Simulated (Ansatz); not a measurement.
## AlBrN, a known structure type with other elements, at an estimated volume

```
Al N Br
1.0
     3.79940    0.00000    0.00000
     0.00000    3.78891    0.00000
     0.00000    0.00000    8.05012
Al N Br
2 2 2
Direct
  0.00000 0.50000 0.07000
  0.50000 0.00000 0.93000
  0.00000 0.00000 0.94000
  0.50000 0.50000 0.06000
  0.00000 0.00000 0.30000
  0.50000 0.50000 0.70000
```

Single point in Ansatz 0.2.0 with r2SCAN, no spin polarisation. Cutoff 500 eV, PAW datasets, 7×7×3 Γ-centred k mesh, cold filling (width 0.0401 eV).

Electronic structure: It is a metal, with about 5.6 states/eV a cell as the mean within 0.25 eV of the Fermi level, mostly N p (67 %) and Br p (29 %).
Stress: The pressure is -5.7 GPa (compression positive), so with the atoms held at these fractions the cell would first shrink. The principal stresses -9.8, -4.4, -2.8 GPa differ, so its shape would change too.
Forces: The largest is on N3 (and as large on other atoms): 0.58 eV/Å, components (0.00, 0.00, 0.58). It makes 92° with the line to a nearest neighbour, Al2 at 1.90 Å.
Charges: Bader charges in e: Al +2.48, Br -0.55, N -1.93. In the mean Al gives up most and N takes most.

Origin: a known structure type with other elements, at an estimated volume, so it need not be a known compound. Caveats: many states at the Fermi level without spin polarisation, so a magnetic state may lie lower.
